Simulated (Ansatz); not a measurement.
Is this Be₃Se₂S structure a true minimum?

The structure comes from a proposed guess, relaxed at this level; another structure or a mixture of phases may lie lower.

These are results of DFT PBE, scalar-relativistic, plane waves, PAW (Ansatz 0.2.0), not measurements. Plane waves to 420 eV, a k mesh through Γ of 8×8×8 on the computed 6-atom cell and Gaussian smearing (0.02 eV); no spin polarisation.

The cell below (6 atoms, space group Imm2 (No. 44)) is relaxed within its symmetry.

```yaml
crystal:
  lattice:
    - [-1.79535, 5.38534, 2.53683]
    - [1.79535, -5.38534, 2.53683]
    - [1.79535, 5.38534, -2.53683]
  atoms:
    - { symbol: Be, position: [0.40107, 0.24117, 0.15990] }
    - { symbol: Be, position: [0.08127, 0.24117, 0.84010] }
    - { symbol: Be, position: [0.76729, 0.26729, 0.50000] }
    - { symbol: Se, position: [0.33479, 0.00024, 0.33455] }
    - { symbol: Se, position: [0.66569, 0.00024, 0.66545] }
    - { symbol: S, position: [0.99988, 0.99988, 0.00000] }
```

For the test a repeat of it with 12 atoms (edges 6.22, 6.22, 6.22 Å) was strained at random (σ = 1.5 % a component), the atoms were moved at random (σ = 0.15 Å), and all was relaxed again on a coarse 4×2×4 mesh (in the run’s order of axes) with 0.10 eV smearing, with no symmetry imposed.

Question: Does it come back?

Answer: It returns, within 1 meV/atom of the unmoved cell on that mesh and with the same symmetry when read at 0.1 Å. No instability shows in this cell; modes of other wave vectors, which need another repeat, aren't tested.
